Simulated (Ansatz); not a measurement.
# A plane-wave run on As2Cl

Input file of Ansatz 0.2.0:

```yaml
crystal:
  lattice:
    - [3.511444, 0.0, 0.0]
    - [1.755722, -6.190932, 0.0]
    - [0.0, 0.0, -5.517745]
  atoms:
    - { symbol: As, position: [0.4299, 0.1402, 0.8833] }
    - { symbol: As, position: [0.5701, 0.8598, 0.3833] }
    - { symbol: As, position: [0.298, 0.404, 0.1997] }
    - { symbol: As, position: [0.702, 0.596, 0.6997] }
    - { symbol: Cl, position: [0.09314, 0.81372, 0.0] }
    - { symbol: Cl, position: [0.90686, 0.18628, 0.5] }
  symmetry: { tolerance: 0.0003 }
kpoints:
  mp_grid: { grid: [9, 9, 6], shift: [0, 0, 0] }
  band_path:
    path:
      - [0.0, 0.0, 0.0]
      - [0.0, -0.5, 0.0]
      - [-0.45978673, -0.72989336, 0.0]
      - [-0.54021327, -0.27010664, 0.0]
      - [0.0, 0.0, 0.0]
      - [0.0, 0.0, 0.5]
      - [-0.54021327, -0.27010664, 0.5]
      - [-0.45978673, -0.72989336, 0.5]
      - [0.0, -0.5, 0.5]
      - [0.0, -0.5, 0.0]
      - [0.0, 0.0, 0.0]
    npoints: 6
magnetization:
  spin_polarized: false
scf:
  occupations: { method: fermi_dirac, width: 0.1089 }
  lower_state_search: "off"
  max_iter: 200
hamiltonian:
  pseudopotentials: { kind: paw }
  xc: r2scan
basis:
  ecutwfc: 500
  fft_grid_basis: typed
output:
  forces: true
  stress: true
  eigenvalues: true
  bader: true
  populations: true
  elf: true
  write_potential: true
  volumetric_format: npy
  dos:
    e_range: [-12, 8]
    de: 0.05
    projected: { site_lists: { As: [As], Cl: [Cl] } }
checkpoint:
  read: saved_state
```

The run starts from an earlier solution of this cell. 

Parts of the output:

```
Pseudopotentials: kind: paw
Pseudopotential: As, paw, valence charge 15, recommended cutoff 500 eV (meta_gga), As.paw.azcp
Pseudopotential: Cl, paw, valence charge 7, recommended cutoff 500 eV (meta_gga), Cl.paw.azcp
Functional definition: r2SCAN
  exchange = r2scan_x(k0 = k0, k1 = k1, a1 = a1)
  correlation = r2scan_c
Crystal: 6 atoms, lattice volume = 119.951 Å³
Basis set: ecut = 500 eV, 3041 PW (Γ), exchange–correlation on 108×192×180 points (64 copies of the dense FFT grid, shifted against one another)
Bands: 45, of which v1, the nominal top of the filled ones, is band 37 counted from 1 (36 counted from 0)
Symmetry: 4 space group operations
Space group: Cmc21 (ITA 36), of the structure as read, at distance tolerance 1.5e-3 Å
k-points: 100 of 486 (time reversal used)
Initial density: read from a saved state, or passed on in memory by an earlier SCF of this step, an earlier step, the calling program or the single point that the run made first
Functional: x = r2scan, c = r2scan; τ floored in thin density (d = 2e-4 eV/Å³)
SCF iter   1: F=-21621.3824 eV  Δρ=1.26e-3  dr2=2.07e-3  dr2_τ=2.47e-4
SCF iter   2: F=-21621.3829 eV  Δρ=7.21e-4  dr2=6.59e-4  dr2_τ=1.67e-5
SCF iter   3: F=-21621.3831 eV  Δρ=1.60e-4  dr2=3.66e-5  dr2_τ=7.93e-7
SCF iter   4: F=-21621.3831 eV  Δρ=7.38e-5  dr2=8.49e-6  dr2_τ=1.82e-7
SCF iter   5: F=-21621.3831 eV  Δρ=2.57e-5  dr2=9.45e-7  dr2_τ=1.94e-8
SCF iter   6: F=-21621.3831 eV  Δρ=7.96e-6  dr2=8.30e-8  dr2_τ=1.92e-9
SCF iter   7: F=-21621.3831 eV  Δρ=4.19e-6  dr2=2.28e-8  dr2_τ=3.62e-10
Free energy (F): -21621.3831 eV
Harris-Foulkes:  -21621.3831 eV  (|F-HF|=5.46e-10)
Internal energy: -21621.2461 eV  (E = F + TS)
E sigma→0 (E₀):  -21621.3146 eV
Entropy (-TS):   -0.1370 eV (-22.838 meV/atom)
Fermi energy:    9.7332 eV
--- Forces (eV/Å), atoms counted from 1 ---
  atom   1  As     0.0000    -1.4446    -1.1685
  atom   2  As     0.0000     1.4446    -1.1685
  atom   3  As     0.0000     0.4789     1.0528
  atom   4  As     0.0000    -0.4789     1.0528
  atom   5  Cl     0.0000     0.2381     0.1157
  atom   6  Cl     0.0000    -0.2381     0.1157
--- Stress (GPa, compression-positive) ---
        9.3931       0.0000       0.0000
        0.0000       6.7859       0.0000
        0.0000       0.0000       7.9620
  P = ⅓ Tr σ = 8.0470 GPa (80.470 kbar)
--- Löwdin populations: 6 sites ---
  site symbol       q [e]
     0     As     14.8617
     1     As     14.8617
     2     As     14.9003
     3     As     14.9003
     4     Cl      7.0770
     5     Cl      7.0770
  spilling = 0.0044 (of n_electrons = 74.0000)
--- Bader charges: 6 sites ---
  site symbol  charge [e]  shift [e]
     0     As      0.2761     0.0000
     1     As      0.2761     0.0000
     2     As      0.2008     0.0000
     3     As      0.2008     0.0000
     4     Cl     -0.4769     0.0000
     5     Cl     -0.4769     0.0000
```

Origin: a known structure type with other elements, at an estimated volume, so it need not be a known compound. Caveats: many states at the Fermi level without spin polarisation, so a magnetic state may lie lower; atoms or cell far from equilibrium.
